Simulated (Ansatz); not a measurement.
**Relaxing silver (A15)**

Theory: DFT, BLYP, plane waves (420 eV) with PAW, scalar-relativistic in Ansatz 0.2.0. The PAW files were generated under PBE, with cores re-solved for the functional.

k-point mesh 5×5×5, Fermi-Dirac smearing 0.1 eV, no spin polarisation. Cell and atoms relax.

Starting structure:

```yaml
crystal:
  lattice:
    - [5.1482893941, 0.0, 0.0]
    - [0.0, 5.1482893941, 0.0]
    - [0.0, 0.0, 5.1482893941]
  atoms:
    - { symbol: Ag, position: [0.0, 0.0, 0.0] }
    - { symbol: Ag, position: [0.5, 0.5, 0.5] }
    - { symbol: Ag, position: [0.25, 0.0, 0.5] }
    - { symbol: Ag, position: [0.75, 0.0, 0.5] }
    - { symbol: Ag, position: [0.5, 0.25, 0.0] }
    - { symbol: Ag, position: [0.5, 0.75, 0.0] }
    - { symbol: Ag, position: [0.0, 0.5, 0.25] }
    - { symbol: Ag, position: [0.0, 0.5, 0.75] }
hamiltonian:
  xc: blyp
  pseudopotentials:
    kind: paw
    azcp:
      Ag: "pseudopotentials/Ag.paw.azcp"
basis:
  ecutwfc: 420
  fft_grid_basis: typed
kpoints:
  mp_grid: { grid: [5, 5, 5], shift: [0, 0, 0] }
magnetization:
  spin_polarized: false
scf:
  occupations: { method: fermi_dirac, width: 0.1 }
relax:
  max_steps: 60
  f_tol: 0.01
  cell: {}
```

Q: What cell does the relaxation end in?

A: Pm-3n with a = 5.422 Å; 19.92 Å³ per atom against 17.06 at the start (16.8 %).

Q: How much energy does the relaxation gain?

A: 117.0 meV per atom.

Path of the relaxation (the plane waves are chosen anew near the end, which can shift the energy a little):

```json
{"step": "0", "E − E(final) (meV/atom)": "116.98", "V (Å³/atom)": "17.057", "P (GPa)": "15.58", "max force (eV/Å)": "0.000"}
{"step": "1", "E − E(final) (meV/atom)": "1.21", "V (Å³/atom)": "19.675", "P (GPa)": "0.85", "max force (eV/Å)": "0.000"}
{"step": "2", "E − E(final) (meV/atom)": "0.68", "V (Å³/atom)": "19.850", "P (GPa)": "0.24", "max force (eV/Å)": "0.000"}
{"step": "3", "E − E(final) (meV/atom)": "0.65", "V (Å³/atom)": "19.922", "P (GPa)": "0.01", "max force (eV/Å)": "0.000"}
{"step": "4", "E − E(final) (meV/atom)": "0.00", "V (Å³/atom)": "19.922", "P (GPa)": "-0.01", "max force (eV/Å)": "0.000"}
```
